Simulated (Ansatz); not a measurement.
TaSi2 (P6_222), relaxed with PBE (Ansatz, a quantum-chemistry and plane-wave program, plane waves, PAW): a = b = 4.8074 Å, c = 6.5956 Å, α = β = 90.00°, γ = 120.00°.

| Quantity | Value |
|---|---|
| ΔH_f (eV/atom) | -0.48 |

Problem. The same phase is relaxed and computed with r²SCAN in the same code. What are the cell and these values now?

Solution. a = b = 4.781 Å, c = 6.555 Å, α = β = 90.00°, γ = 120.00°.

- ΔH_f (eV/atom): -0.46

All cells were relaxed under the symmetry of their starts (and spin orders); stability against distortions was not tested throughout. Rows with no word on spin ran without spin polarisation. Scalar-relativistic: spin–orbit coupling is off unless named, which matters more the heavier the elements.

Potentials: the earlier of the program's two PAW sets.

Ansatz is a plane-wave DFT program.

Formation energies count from the lowest solids of the elements computed at the same level, not from gases.
